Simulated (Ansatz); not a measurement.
Bi2Se3:
```xyz
5
Lattice="4.1377 0.0000 0.0000 -2.0688 3.5833 0.0000 0.0000 0.0000 40.0000" Properties=species:S:1:pos:R:3 pbc="T T F"
Se     0.0000     0.0000    20.0000
Bi     0.0000     2.3889    21.9439
Se     0.0000     2.3889    16.5042
Bi     2.0688     1.1944    18.0561
Se     2.0688     1.1944    23.4958
```
Free-standing layer in the xy plane with vacuum along z and no interaction between images.

Relaxed with r²SCAN+D4. Special points in fractions of this cell's reciprocal vectors: Γ (0.000, 0.000, 0.000); M (0.500, 0.000, 0.000); K (0.333, 0.333, 0.000).

Task: List the band energies nearest the valence-band maximum at these points for plane-wave PAW r²SCAN+D4 (Ansatz code).

Result: In eV from the valence-band maximum; about four levels below and three above (degenerate sets whole), none deeper than 8.9 eV; points with the same levels are listed once.

```json
[
 {"k": "Γ", "below": "-0.75 -0.75 -0.74 -0.35", "above": "1.21 2.36 2.36"},
 {"k": "M", "below": "-1.82 -1.11 -0.90 -0.57", "above": "1.98 3.10 3.20"},
 {"k": "K", "below": "-2.37 -2.37 -1.41 -0.41 -0.41", "above": "2.65 3.41 3.41"}
]
```

Space group P-3m1 (quintuple layer). A layer that has been made, often on a substrate. The r²SCAN+D4 relaxation kept the symmetry of its start; its stability against distortions is not shown here. Spin–orbit coupling is left out wherever it is not named.

Potentials: the later of the program's two PAW sets.
